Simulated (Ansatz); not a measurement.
CoP2:
```yaml
crystal:
  lattice:
    - [5.51938, 0.00000, 0.00000]
    - [0.00000, 5.52318, 0.00000]
    - [-2.30210, 0.00000, 5.08958]
  atoms:
    - { symbol: Co, position: [0.27207, 0.49819, 0.78774] }
    - { symbol: Co, position: [0.72793, 0.50181, 0.21226] }
    - { symbol: Co, position: [0.72793, 0.99819, 0.71226] }
    - { symbol: Co, position: [0.27207, 0.00181, 0.28774] }
    - { symbol: P, position: [0.15758, 0.87377, 0.86731] }
    - { symbol: P, position: [0.84242, 0.12623, 0.13269] }
    - { symbol: P, position: [0.84242, 0.37377, 0.63269] }
    - { symbol: P, position: [0.15758, 0.62623, 0.36731] }
    - { symbol: P, position: [0.33948, 0.37201, 0.18135] }
    - { symbol: P, position: [0.66052, 0.62799, 0.81865] }
    - { symbol: P, position: [0.66052, 0.87201, 0.31865] }
    - { symbol: P, position: [0.33948, 0.12799, 0.68135] }
```

Relaxed with r²SCAN. Independent-particle spectrum: no excitons, no local fields, no scissors shift; 0.1 eV broadening; ε₁ of the summed bands alone.

Task: Tabulate the dielectric function from r²SCAN in the plane-wave PAW code Ansatz.

Result: 

```csv
E (eV),ε₁ xx,ε₂ xx,ε₁ yy,ε₂ yy,ε₁ zz,ε₂ zz
0.0,21.53,0.00,20.24,0.00,21.75,0.00
0.3,21.87,0.00,20.49,0.00,22.05,0.00
0.6,23.10,0.00,21.37,0.00,23.08,0.00
0.9,27.42,0.51,23.89,0.17,25.72,0.11
1.2,24.63,11.19,24.67,4.82,30.64,5.75
1.5,22.07,7.06,24.88,6.07,24.19,12.73
1.8,25.16,10.08,26.46,12.05,25.84,9.67
2.1,22.18,13.03,22.00,12.04,25.91,16.02
2.4,22.37,13.53,22.04,13.13,20.16,17.30
2.7,22.79,19.14,25.55,15.40,23.86,17.60
3.0,21.73,20.98,24.15,24.10,24.73,26.04
3.3,17.74,28.89,17.59,31.37,15.31,36.62
3.6,7.85,29.09,6.75,30.29,0.88,32.99
3.9,1.34,26.27,1.16,29.16,-5.05,24.48
4.2,-1.12,21.30,-4.73,22.40,-3.43,19.50
4.5,-1.82,18.26,-5.39,17.80,-5.37,16.93
4.8,-2.47,16.46,-4.17,13.46,-4.61,13.43
5.1,-1.77,15.22,-2.62,12.49,-2.90,12.78
5.4,-3.09,13.88,-2.70,11.83,-3.19,11.73
5.7,-3.12,13.22,-2.42,11.59,-3.47,11.55
6.0,-3.78,12.29,-3.72,10.32,-4.18,10.51
6.3,-4.33,11.01,-3.31,8.91,-4.26,8.92
6.6,-4.50,10.30,-2.56,8.08,-4.33,8.22
6.9,-5.20,8.82,-2.14,8.11,-4.04,6.95
7.2,-4.75,7.71,-2.63,8.81,-3.56,6.79
7.5,-4.62,6.74,-3.74,7.43,-3.73,5.80
7.8,-4.16,5.73,-3.19,6.14,-3.05,4.99
8.1,-3.53,5.41,-2.54,6.16,-2.61,5.15
8.4,-3.05,5.34,-2.29,5.96,-2.46,5.06
8.7,-3.21,5.48,-2.49,6.10,-2.58,4.75
9.0,-3.48,4.87,-2.85,5.94,-2.35,4.51
9.3,-3.38,4.35,-3.28,5.52,-2.43,4.19
9.6,-2.94,3.94,-3.27,4.85,-1.92,3.86
9.9,-2.90,4.04,-3.21,4.38,-1.91,4.34
10.2,-2.85,3.69,-2.94,4.07,-2.14,4.10
10.5,-2.80,3.50,-2.92,3.88,-2.27,3.80
10.8,-2.83,3.21,-2.89,3.71,-2.30,3.65
11.1,-2.71,2.96,-3.00,3.37,-2.36,3.38
11.4,-2.56,2.73,-3.01,3.13,-2.33,3.15
11.7,-2.48,2.50,-2.95,2.68,-2.32,2.83
12.0,-2.31,2.38,-2.80,2.36,-2.22,2.66
```

Task: From ε at 1.5 eV (xx: 22.07 + 7.06i), find n, k, the normal reflectivity and the absorption coefficient.

Result: n = 4.76, k = 0.742, R = 44 %, α = 2kE/ħc = 110000 cm⁻¹.

With all bands, ε∞ without local fields is 21.7 (xx), 20.4 (yy), 21.9 (zz). DFPT, with local fields, gives 21.5 (xx), 20.4 (yy), 21.5 (zz).

Space group P2_1/c. The workflow started from a Materials Project entry (that database holds measured and hypothetical structures alike); the Crystallography Open Database copy checked does not list it. Its standing as an ambient phase is unchecked. The cell was relaxed with r²SCAN under the symmetry of its start; its stability against distortions is not shown here. No spin polarisation was allowed.

Potentials: the later of the program's two PAW sets.
